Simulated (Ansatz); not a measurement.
Input and command of a plane-wave DFT calculation in Ansatz:

```yaml
crystal:
  lattice:
    - [-1.52712, 1.52712, 2.682398]
    - [1.52712, -1.52712, 2.682398]
    - [1.52712, 1.52712, -2.682398]
  atoms:
    - { symbol: Sn, position: [0.0, 0.0, 0.0] }
basis:
  ecutwfc: 500
kpoints:
  mp_grid: { grid: [20, 20, 20] }
hamiltonian:
  xc: r2scan
scf:
  occupations: { method: gaussian, width: 0.15 }
output:
  forces: true
  stress: true
  eigenvalues: true
```

```bash
ansatz run input.yaml --threads 1 --pin off --max-ram 2560MiB --backend cpu --events-out ev --progress --plain --runs-dir out
```

Processor: Intel(R) Xeon(R) 6975P-C (Granite Rapids), 1 thread, on a host shared with other jobs.

How long does it run, and how much memory does it take?

About 9.7 s on 1 thread of Intel(R) Xeon(R) 6975P-C (Granite Rapids) (shared host), peak memory 0.6 GiB. It solves 11 bands at 641 k points (the mesh reduced by symmetry) with about 621 plane waves, in 6 SCF iterations.
